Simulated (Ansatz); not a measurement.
# How far is PAW off for TlPd₃?

```
Tl Pd
1.0
    -2.09036    2.09036    3.79616
     2.09036   -2.09036    3.79616
     2.09036    2.09036   -3.79616
Tl Pd
1 3
Direct
  0.00000 0.00000 0.00000
  0.50000 0.50000 0.00000
  0.75000 0.25000 0.50000
  0.25000 0.75000 0.50000
```

Atoms are numbered in the order listed.

Structure from Materials Project entry mp-571030 (possibly hypothetical), not relaxed further.

Spin polarisation is left out, and whether a magnetic state lies lower isn't shown here.

No spin–orbit coupling, which matters for the heavy atoms here.

Levels of theory: DFT, LDA, PAW with Ansatz's default frozen-core files, scalar-relativistic (Ansatz 0.2.0); DFT, LDA, all-electron LAPW, scalar-relativistic (Ansatz 0.2.0).

For PAW: a Γ-centred 12×12×12 k mesh, Fermi–Dirac smearing of 0.03 eV, cutoff 420 eV, no spin polarisation; the PAW files were made with PBE, and the program remakes their frozen cores for this functional. LAPW targets a basis error of 1 meV/atom. The Ansatz runs share mesh, smearing and spin set-up. Plane-wave (PAW) pressures include the program's estimate of the Pulay term.

Stress and pressure are positive in compression.

Levels count from the Fermi level.

PAW results:

| quantity | PAW |
| --- | --- |
| pressure (GPa) | -9.29 |
| stress xx (GPa) | -9.24 |
| stress zz (GPa) | -9.40 |
| highest filled level at X (eV) | -0.326 |
| lowest empty level at X (eV) | 0.859 |
| highest filled level at S (eV) | -0.102 |
| lowest empty level at S (eV) | 0.013 |
| highest filled level at S0 (eV) | -0.102 |
| lowest empty level at S0 (eV) | 0.013 |

Problem. What does LAPW (all electrons) give for the same quantities?

Solution. 
```csv
quantity,LAPW
pressure (GPa),-9.29
stress xx (GPa),-9.23
stress zz (GPa),-9.39
highest filled level at X (eV),-0.328
lowest empty level at X (eV),0.859
highest filled level at S (eV),-0.101
lowest empty level at S (eV),0.013
highest filled level at S0 (eV),-0.101
lowest empty level at S0 (eV),0.013
```
